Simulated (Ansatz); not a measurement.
# Notes on CaSiSb

```xyz
6
Lattice="3.8407 0.0000 0.0000 0.0000 3.8407 0.0000 0.0000 0.0000 8.5209" Properties=species:S:1:pos:R:3 pbc="T T T"
Ca    0.9602    0.9602    2.1196
Ca    2.8805    2.8805    6.4014
Si    2.8805    0.9602    0.0000
Si    0.9602    2.8805    0.0000
Sb    0.9602    0.9602    5.2451
Sb    2.8805    2.8805    3.2758
```

Single point in Ansatz 0.2.0 with PBE, no spin polarisation. Cutoff 420 eV, PAW datasets, 9×9×4 Γ-centred k mesh, gaussian filling (width 0.1017 eV).

Formation energy: 0.09 eV an atom against the elements' usual phases (free molecules for gases, crystals otherwise, with no correction for O₂ or N₂), so at this geometry it isn't bound against them. Relaxing would lower it.
Charges: Bader charges in e: Ca +1.15, Si -0.52, Sb -0.63. In the mean Ca gives up most and Sb takes most.
Electronic structure: It is a metal, with about 4.5 states/eV a cell as the mean within 0.25 eV of the Fermi level, mostly Sb p (41 %) and Si p (39 %).
Stress: The pressure is 12.6 GPa (compression positive), so with the atoms held at these fractions the cell would first expand; the forces are large, so a full relaxation may end otherwise. The principal stresses 11.3, 11.3, 15.2 GPa differ, so its shape would change too.

Origin: a known structure type with other elements, at an estimated volume, so it need not be a known compound.
